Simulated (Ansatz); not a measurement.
## PdC, all-electron reference calculation

This is PdC placed on the sites of the CsCl structure (a generated, not necessarily known, phase), then sheared and rattled.

Ansatz, all-electron LAPW; functional PBE; scalar-relativistic, Dirac core shells, point nuclei. k-points 3×3×3 Γ-centred, Fermi–Dirac smearing of 0.15 eV. The mesh is coarse, so the numbers hold for this sampling and aren't converged over the zone. For a metal, stress, forces and moments on so few k-points can be far from the converged ones. No spin polarisation.

Extended XYZ with forces in eV/Å (pressure in GPa):

```xyz
2
Lattice="2.7267 0.0281 -0.1259 0.0281 2.7542 -0.0883 -0.1259 -0.0883 2.7631" Properties=species:S:1:pos:R:3:forces:R:3 pbc="T T T" pressure=4.26
Pd    0.0534    1.1324    1.9309    0.3322    0.2966    0.2267
C     1.4878    2.5536    3.3548   -0.3322   -0.2966   -0.2267
```

Stress xx yy zz yz xz xy in GPa, positive in compression: 6.84 3.55 2.38 2.57 3.05 4.97.
